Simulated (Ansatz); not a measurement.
The elements of this relaxed trial crystal are hidden behind letters.

```
lattice vectors (Å)
   4.4441    0.0000    0.0000
   0.0000    4.4441    0.0000
   0.0000    0.0000    4.4441
fractional positions
X 0.0000 0.0000 0.0000
Z 0.5000 0.0000 0.5000
Z 0.5000 0.5000 0.0000
Z 0.0000 0.5000 0.5000
Q 0.0000 0.5000 0.0000
Q 0.5000 0.5000 0.5000
Q 0.0000 0.0000 0.5000
Q 0.5000 0.0000 0.0000
```

Theory: DFT PBE, scalar-relativistic, plane waves, PAW in Ansatz 0.2.0. Cutoff 420 eV, Γ-centred 8×8×8 mesh (8-atom cell), Gaussian smearing of 0.10 eV, no spin polarisation.

```
Space group                              : Pm-3m (No. 221)
Conventional cell                        : a = 4.444 Å
Volume per atom                          : 10.97 Å³
Density                                  : 5.35 g/cm³
Formation energy                         : −0.76 eV/atom
Gap on the 8×8×8 mesh of the 8-atom cell : 0 eV (a metal)
```

Energies are uncorrected and count from the elements' standard states at the same level.

**Question.** X is a d-block element of period 5, Z is a d-block element of period 4 and Q is a p-block element of period 2. Which elements are they?

**Answer.** X = Zr, Z = Ti, Q = C, so the formula is ZrTi3C4. Density times volume gives a mean mass of 5.35 × 10.97/1.6605 = 35.3 u per atom, and this set has 35.4 u. Zr is surrounded by 6 C at 2.22 Å and 12 Ti at 3.14 Å; Ti has 6 C at 2.22 Å, 4 Zr at 3.14 Å and 8 Ti at 3.14 Å; C on a site of symmetry 4/mmm has 2 Zr at 2.22 Å and 4 Ti at 2.22 Å; 1 more site not described. Other sets within the hints have nearly the same mass, so mass alone doesn't settle it; this one was computed.

A structure relaxed within its symmetry needn't be a true minimum.
